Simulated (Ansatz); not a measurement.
# HfH5: relaxation step by step

A trial structure of HfH5 was built thus: random cell by space group and Wyckoff sites (P4mm, No. 99). The dimensions are guesses.

```yaml
crystal:
  lattice:
    - [3.24160, 0.00000, 0.00000]
    - [0.00000, 3.24160, 0.00000]
    - [0.00000, 0.00000, 6.61244]
  atoms:
    - { symbol: Hf, position: [0.50000, 0.50000, 0.93944] }
    - { symbol: H, position: [0.00000, 0.00000, 0.77577] }
    - { symbol: H, position: [0.50000, 0.50000, 0.37018] }
    - { symbol: H, position: [0.00000, 0.50000, 0.22831] }
    - { symbol: H, position: [0.50000, 0.00000, 0.22831] }
    - { symbol: H, position: [0.50000, 0.50000, 0.66451] }
```

The calculation used DFT PBE, scalar-relativistic, plane waves, PAW (Ansatz 0.2.0). Cutoff 420 eV, Gaussian smearing, Γ-centred meshes. Cell and atoms relax first on a coarse mesh and then on a finer one. In between, the cell is made exact in the group found at 0.06 Å. In metals the finer mesh still leaves noise of several meV/atom or more. The steps can't lower the symmetry of their start. No spin polarisation.

Steps on the 6×6×4 mesh (6 atoms, 14 steps). The free energy counts from the last step; some steps are skipped; the plane-wave basis is renewed at times, which shifts energy and pressure.

| step | ΔF (meV/atom) | V (Å³/atom) | P (GPa) | largest force component (eV/Å) |
| --- | --- | --- | --- | --- |
| 1 | 676.0 | 11.58 | -14.82 | 3.032 |
| 2 | 406.3 | 10.61 | -13.94 | 2.198 |
| 4 | 163.3 | 9.15 | -2.93 | 0.832 |
| 5 | 98.3 | 8.60 | -1.45 | 1.252 |
| 7 | 27.4 | 8.05 | 4.70 | 1.923 |
| 8 | 11.8 | 8.48 | -1.57 | 0.903 |
| 10 | -0.8 | 8.49 | 0.31 | 0.106 |
| 11 | -1.2 | 8.64 | 0.11 | 0.093 |
| 13 | -1.6 | 8.71 | -0.03 | 0.017 |
| 14 | 0.0 | 8.71 | -0.13 | 0.016 |

The relaxed structure, after a last relaxation on the converged mesh:

Space group P4mm (No. 99). a = 3.072 Å, b = 3.072 Å, c = 5.530 Å, α = 90.00°, β = 90.00°, γ = 90.00°
```json
{"atom": "Hf", "site": "1b", "symmetry": "4mm", "x": "0.5000", "y": "0.5000", "z": "0.9734"}
{"atom": "H", "site": "1a", "symmetry": "4mm", "x": "0.0000", "y": "0.0000", "z": "0.8615"}
{"atom": "H", "site": "1b", "symmetry": "4mm", "x": "0.5000", "y": "0.5000", "z": "0.4251"}
{"atom": "H", "site": "2c", "symmetry": "2mm.", "x": "0.0000", "y": "0.5000", "z": "0.1863"}
{"atom": "H", "site": "1b", "symmetry": "4mm", "x": "0.5000", "y": "0.5000", "z": "0.5740"}
```

The symmetry stays P4mm (No. 99). The volume per atom shrinks by 24.9 %, from 11.6 to 8.7 Å³. The shortest distance goes from 1.82 Å (Hf–H) to 0.82 Å (H–H). The ratio c/a of the conventional cell changes by a factor of 0.88. The energy falls by about 0.68 eV/atom (the start's value is from the coarse mesh). Hf is surrounded by 4 H at 1.94 Å, 5 H at 2.21–2.26 Å, 1 H at 2.50 Å, 1 H at 3.03 Å and 4 Hf at 3.07 Å; H on a site of symmetry 4mm is surrounded by 4 Hf at 2.26 Å, 4 H at 2.36 Å and 4 H at 2.69 Å; around H on a second site of symmetry 4mm lie 1 H at 0.82 Å, 4 H at 2.03 Å and 1 Hf at 2.50 Å; 2 more sites not described.

| Property | Result |
| --- | --- |
| Volume per atom | 8.70 Å³ |
| Density | 5.84 g/cm³ |
| Energy over the elements | +0.06 eV/atom |
| Gap on the 12×12×8 mesh of the 6-atom cell | 0 eV (a metal) |

Formation energies are uncorrected and refer to the elements' standard structures at the same level (H₂ as a molecule).

The last run used Gaussian smearing of 0.10 eV. These runs have no spin–orbit coupling, which can matter for Hf. The cell is a metal run without spin; a magnetic state may lie lower. With hydrogen, zero-point motion can shift formation energies by some tens of meV/atom. Symmetry constrained the relaxation, so the result can be a saddle point. In all, the 3 runs took 6.2 min on 1 thread of Intel(R) Xeon(R) Processor @ 2.50GHz (Skylake/Cascade Lake), on a shared host. Another cell of HfH5 relaxed alike, in Cmmm, lies 31 meV/atom lower, so this cell isn't the stable form at this level.
